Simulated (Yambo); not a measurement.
# Convergence of the G0W0 gap of InP

G0W0@LDA for InP (zinc blende, space group F-43m, No. 216) in Yambo. Reference settings: 4×4×4 Γ-centred k mesh, 115 bands and a 10 Ry block in the screening, 115 bands in G with the Bruneval-Gonze terminator, plasmon pole fitted at 27.2 eV. The LDA gap Γ → Γ on this mesh is 0.59 eV; G0W0 gaps are taken between the same points.

```tsv
change from the reference	G0W0 gap Γ → Γ (eV)	shift of the valence edge (eV)	rough Yambo cost
reference settings	1.14	-0.53	1
exchange cut at 20 Ry	1.07	-0.46	–
exchange cut at 40 Ry	1.12	-0.51	–
23 bands in W, 23 bands in G, 2 Ry block	1.08	0.22	about 1/8
23 bands in W, 23 bands in G, 8 Ry block	1.19	0.02	about 1/5
39 bands in W, 39 bands in G, 4 Ry block	1.15	-0.14	about 1/4
39 bands in W, 39 bands in G, 6 Ry block	1.15	-0.17	about 1/4
88 bands in W, 88 bands in G, 4 Ry block	1.11	-0.30	within a factor of two
88 bands in W, 88 bands in G, 6 Ry block	1.12	-0.36	within a factor of two
8 Ry block	1.14	-0.52	within a factor of two
6×6×6 mesh	1.13	-0.55	about 6×
39 bands in W, 39 bands in G, no terminator	1.11	0.02	about 1/3
61 bands in W, 61 bands in G, no terminator	1.09	-0.21	within a factor of two
88 bands in W, 88 bands in G, no terminator	1.09	-0.35	within a factor of two
no terminator	1.11	-0.44	within a factor of two
```

The reference isn't shown to be the converged limit. Costs are rough (shared machines), scaled to the same edge states, and given only for runs that recompute the screening.

Spin-orbit splittings are left out.

The standard potential for In keeps a d shell in the valence without the s and p states of that shell. In tests on such compounds this moved G0W0 gaps by up to about 0.9 eV, so absolute quasiparticle energies here are unreliable; differences between settings are what counts.

Geometry relaxed with LDA; primitive cell a = b = c = 4.117 Å, α = β = γ = 60.00°.

A shift is the quasiparticle energy of the state minus its LDA energy.
